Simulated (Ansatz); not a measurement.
Starting cell, BAs (zinc blende):

```
CELL_PARAMETERS angstrom
      0.00000     2.40467     2.40467
      2.40467     0.00000     2.40467
      2.40467     2.40467     0.00000
ATOMIC_POSITIONS crystal
  As 0.75000 0.75000 0.75000
  B  0.00000 0.00000 0.00000
```

In this cell atom 1 (As, nearest neighbour B at 2.083 Å; its periodic images, 3.4 Å or more away, move with it) is moved by s along Cartesian x, unit vector (1.000, 0.000, 0.000); all other atoms and the cell stay fixed.

All values below come from PBE (plane waves to 420 eV, PAW, scalar-relativistic; Ansatz, an electronic-structure program). k mesh 10×10×10 (Γ-centred), Fermi-Dirac smearing 0.05 eV. E stands for the smeared free energy. BAs was relaxed with its symmetry unable to fall. The zero of ΔE is the undisplaced structure.

| s (Å) | ΔE (meV/cell) |
|---|---|
| -0.210 | 341 |
| -0.168 | 221 |
| -0.126 | 125 |
| -0.084 | withheld |
| -0.042 | 14 |
| 0.000 | 0 |
| 0.042 | 14 |
| 0.084 | withheld |
| 0.126 | 125 |
| 0.168 | 221 |
| 0.210 | 341 |

Q: Fit an even polynomial form (powers 2, 4) to the given rows and predict ΔE at s = 0.084.

A: Least squares on the 9 given rows: ΔE = (7976)·s² + (-5489)·s⁴, in meV/cell with s in Å; root-mean-square residual 0.2 meV/cell. At 0.084 the fit gives 56 meV/cell; the calculation gives 56 meV/cell, the same to the digits shown. The quadratic term alone would give 56 meV/cell.

(For displaced atoms, the force is minus the slope of the energy, and its curvature is a force constant, which sets phonon frequencies.)
